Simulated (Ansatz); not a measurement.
YCu:
```xyz
2
Lattice="3.4245 0.0000 0.0000 0.0000 3.4245 0.0000 0.0000 0.0000 3.4245" Properties=species:S:1:pos:R:3 pbc="T T T"
Y      0.0000     0.0000     0.0000
Cu     1.7122     1.7122     1.7122
```

Relaxed with PBEsol. Special points in fractions of this cell's reciprocal vectors: Γ (0.000, 0.000, 0.000); X (0.000, 0.500, 0.000); M (0.500, 0.500, 0.000); R (0.500, 0.500, 0.500).

### Question
List the band energies nearest the Fermi level at these points for PBEsol (plane waves, PAW; program Ansatz).

### Answer
In eV from the Fermi level; about four levels below and three above (degenerate sets whole), none deeper than 8.9 eV; points with the same levels are listed once.

| k | below | above |
|---|---|---|
| Γ | -3.74 -3.74 -2.95 -2.95 -2.95 | 0.46 0.46 4.91 4.91 4.91 |
| X | -3.00 -3.00 -2.87 -2.10 | 0.30 1.77 1.77 |
| M | -3.25 -3.25 -2.65 -2.11 | 0.64 0.64 0.92 |
| R | -2.64 -2.64 -1.78 -1.78 -1.78 | 1.62 6.42 6.42 |

Space group Pm-3m (CsCl type). The workflow started from a Materials Project entry (that database holds measured and hypothetical structures alike); the Crystallography Open Database copy checked does not list it. With Y and Cu taken as one species the cell has the higher symmetry Im-3m, so it may be an ordered model of a mixed-site phase. Whether it is the stable phase at ambient conditions was not checked. The PBEsol relaxation kept the symmetry of its start; of distortions, only those at the zone centre were tested. The run is not spin-polarised. Spin–orbit coupling is left out wherever it is not named.

Potentials: the later of the program's two PAW sets.
